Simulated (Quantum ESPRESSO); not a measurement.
NaLuO₂ (space group R-3m, No. 166) has a direct gap of 3.64 eV with PBEsol (pw.x of Quantum ESPRESSO, ONCV potentials, scalar-relativistic). After an isotropic strain (on all lattice vectors, atoms relaxed) the gap is direct, 3.30 eV.

Task: Which strain was applied?
A) -0.7 %
B) +1 %
C) +2 %
D) -3 %
E) -1.5 %

Result: C, +2 %. Gaps found: -3 %: 3.93 eV (indirect); -1.5 %: 3.92 eV (direct); -0.7 %: 3.77 eV (direct); 0 %: 3.64 eV (direct); 1 %: 3.47 eV (direct); 2 %: 3.30 eV (direct).

The structure is a Materials Project entry; no match was found in the copy of COD used, and its stability was not checked.
